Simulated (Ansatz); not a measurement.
TiRe, DFT, PBEsol, PAW with Ansatz's default frozen-core files, scalar-relativistic (Ansatz 0.2.0), run on 1 thread of Arm Neoverse V1 on a shared host.

The cell comes from COD entry 1523516, which wasn't checked; take it as a given geometry. The listed cell was then made from it by scaling, straining or moving an atom.

Command: `ansatz run input.yaml --threads 1 --pin off --max-ram 3072MiB --backend cpu --events-out ev --progress --plain --runs-dir out`

```yaml
crystal:
  lattice:
    - [3.1791527803, 0.0, 0.0]
    - [0.0, 3.1791527803, 0.0]
    - [0.0, 0.0, 3.1791527803]
  atoms:
    - { symbol: Ti, position: [0.5, 0.5, 0.5] }
    - { symbol: Re, position: [0.0, 0.0, 0.0] }
kpoints:
  mp_grid: { grid: [13, 13, 13] }
scf:
  occupations: { method: fermi_dirac, width: 0.05 }
hamiltonian:
  xc: pbesol
  pseudopotentials: { kind: paw }
output:
  forces: true
  stress: true
  eigenvalues: true
  efg: { contact_densities: true }
  write_density: true
  write_potential: true
  elf: true
  volumetric_format: npy
```

(1) How large is the problem that the program sets up?

(2) About how long does it take, and how much memory does it use?

(3) And the same cell and mesh by crystal-made all-electron datasets, asked for forces, stress, eigenvalues, efg, on the same hardware?

Answers

(1) 84 irreducible k-points, 619 plane waves at Γ, 18 bands.

(2) 6.1 s of wall time for 6 SCF iterations, with a peak of 0.41 GiB. Times on shared machines scatter by tens of per cent.

(3) 28 s, peak memory 0.72 GiB.
